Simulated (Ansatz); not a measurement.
Al (hcp (Mg type), P6_3/mmc) at seven volumes, r²SCAN in the plane-wave PAW code Ansatz, shape and atoms relaxed at each. One row is withheld.

```
V (Å³/atom)  P (GPa)
-----------  -------
14.554             ?
15.034          6.30
15.514          2.90
15.993          0.00
16.473         -2.47
16.953         -4.56
17.433         -6.32
```

Question: Fit the shown pressures and predict the withheld one.

Answer: Third-order Birch–Murnaghan: P = (3/2)B₀(x^(7/2) − x^(5/2))[1 + (3/4)(B′ − 4)(x − 1)] with x = (V₀/V)^(2/3). Least squares on the six rows gives V₀ = 15.993 Å³/atom, B₀ = 88.87 GPa, B′ = 4.46. At V = 14.554, x = 1.0649 and P = 10.35 GPa. The run itself gave 10.27 GPa.

The workflow started from a Materials Project entry (that database holds measured and hypothetical structures alike); the Crystallography Open Database copy checked does not list it. It is not the phase usual at ambient conditions (space group No. 225). The r²SCAN relaxation kept the symmetry of its start; its stability against distortions is not shown here.

Potentials: the earlier of the program's two PAW sets. The files were generated under PBE; for other functionals the program regenerates the frozen cores, and for LDA and PBEsol the local potential too.
